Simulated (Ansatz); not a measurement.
The numbers come from plane-wave PAW DFT (Ansatz): r2SCAN, with U_eff = 1.94 eV on Rh d (all-electron-ortho-atomic projectors), no spin polarisation, 500 eV, 6×6×6 Γ-centred k points, gaussian occupations (width 0.0159 eV). Nothing was relaxed.

Computed maps in the lattice plane spanned by a (left to right, 5.81 Å, 18 points from zero) and c (bottom to top, 6.67 Å, 20 points from zero), 116° apart, at height 0.856 along b. The fields are smooth PAW ones with compensation charges, not the true ones near nuclei.

Valence density. Digits on a logarithmic scale: 0 up to 0.03 e/Å³, each further digit a factor of 1.6, 9 from 1.3 e/Å³ up:
```
356887643356887643
356776433457776533
456765322456664323
689874323455543224
899975333444321136
999975455543211258
999866787653211369
998679999753212468
766699999853112356
555899999742112345
666999998531123567
866899986421235899
966788754211258999
854555443211469999
643344443212479998
422345543222468986
323456654323466664
334577764334567654
345788764335788764
346788754346788754
```

ELF. Ten even steps from '0' (0.02) to '9' (0.83):
```
123444321111111111
111222210111211110
123321000112221000
589962000011110001
998983000000000016
967971122100000059
989932454320000279
998324434531000379
542242014541000135
001430615530000000
422420135410001345
942443453200026999
952455421000169989
931221100000389759
610000000000489899
100011110000269985
000122211000123321
101112111001122222
111111111112344432
112222321112222321
```

Q: The cell is Bi2RhO4. Which atoms lie within 0.2 Å of this plane, and where (fractions of a and c)?

A: Bi at (0.32, 0.50), O at (0.05, 0.69), O at (0.86, 0.31). The whole cell:
```
Bi Rh O
1.0
     0.00000    0.00000    5.81470
     4.24270   -4.24270    2.90735
     4.24270    4.24270   -2.90735
Bi Rh O
4 2 8
Direct
  0.32220 0.85560 0.50000
  0.17780 0.50000 0.85560
  0.67780 0.14440 0.50000
  0.82220 0.50000 0.14440
  0.16990 0.00000 0.00000
  0.66990 0.00000 0.00000
  0.24800 0.11200 0.30800
  0.36000 0.69200 0.11200
  0.05200 0.88800 0.69200
  0.94000 0.30800 0.88800
  0.74800 0.69200 0.88800
  0.86000 0.88800 0.30800
  0.55200 0.30800 0.11200
  0.44000 0.11200 0.69200
```

Origin: a known structure type with other elements, at an estimated volume, so it need not be a known compound. Caveats: many states at the Fermi level without spin polarisation, so a magnetic state may lie lower; a Hubbard term without moments, so a magnetic state may lie lower; atoms or cell far from equilibrium.
